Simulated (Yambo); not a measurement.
BSE-type run in Yambo on KI (rock salt, space group Fm-3m, No. 225), at zero momentum.

Quantum ESPRESSO step (PBEsol, PseudoDojo standard norm-conserving files, fully relativistic):
```
&CONTROL
  calculation = 'nscf'
  pseudo_dir = './pseudo'
  outdir = './out'
/
&SYSTEM
  ibrav = 0
  nat = 2
  ntyp = 2
  ecutwfc = 74.0
  ecutrho = 296.0
  occupations = 'fixed'
  force_symmorphic = .true.
  nbnd = 86
  noncolin = .true.
  lspinorb = .true.
/
&ELECTRONS
  conv_thr = 2e-09
  diago_full_acc = .true.
  diago_thr_init = 1e-08
/
ATOMIC_SPECIES
K 39.0983 K.upf
I 126.9045 I.upf
CELL_PARAMETERS angstrom
  0.000000000000   3.502038159000   3.502038159000
  3.502038159000   0.000000000000   3.502038159000
  3.502038159000   3.502038159000   0.000000000000
ATOMIC_POSITIONS crystal
K   0.000000000000   0.000000000000   0.000000000000
I   0.500000000000   0.500000000000   0.500000000000
K_POINTS automatic
4 4 4 0 0 0
```

Yambo input:
```
rim_cut
optics
bse
bss
dipoles
em1s
RandQpts= 1000000
RandGvec= 1 Ry
FFTGvecs= 40 Ry
Chimod= "HARTREE"
BSKmod= "SEX"
BSEmod= "resonant"
BSSmod= "hs"
BSENGexx= 15 Ry
BSENGBlk= 4 Ry
% KfnQP_E
 2.143 | 1.0 | 1.0 |
%
% BSEQptR
 1 | 1 |
%
% BSEBands
 11 | 36 |
%
% BEnRange
 0.0 | 14.7 | eV
%
% BDmRange
 0.15 | 0.15 | eV
%
BEnSteps= 294
% BLongDir
 1.0 | 0.0 | 0.0 |
%
BSHayTrs= -0.02
BSSNEig= 48
WRbsWF
% BndsRnXs
 1 | 82 |
%
NGsBlkXs= 4 Ry
% LongDrXs
 1.0 | 1.0 | 1.0 |
%
```

From the report:

The dimension is k points × valence × conduction bands = 64 × 6 × 20 = 7680.
```
   [SLEPC] Approach                          : Krylov-Schur
   [SLEPC] Number of requested eigenvalues   :   48
   [SLEPC] Number of eigenvalues        [NEV]:   48
    [K] Dimension                                    :   7680
    [K] Bands                                        :   11   36
    [K] Exchange res                                 : yes
    [K] Correlation res                              : yes
    [K] W interaction is bare                        : no
    [K] RL vectors exchange                          :   561
    [K] RL vectors correlation                       :   89
    [W] Matrix size                                  :   89
    [W] Bands                                        :    1   82
    [W] Coulomb Cutoff                               : none
    [W] Hxc Kernel                                   : HARTREE
```

Geometry relaxed with PBEsol.
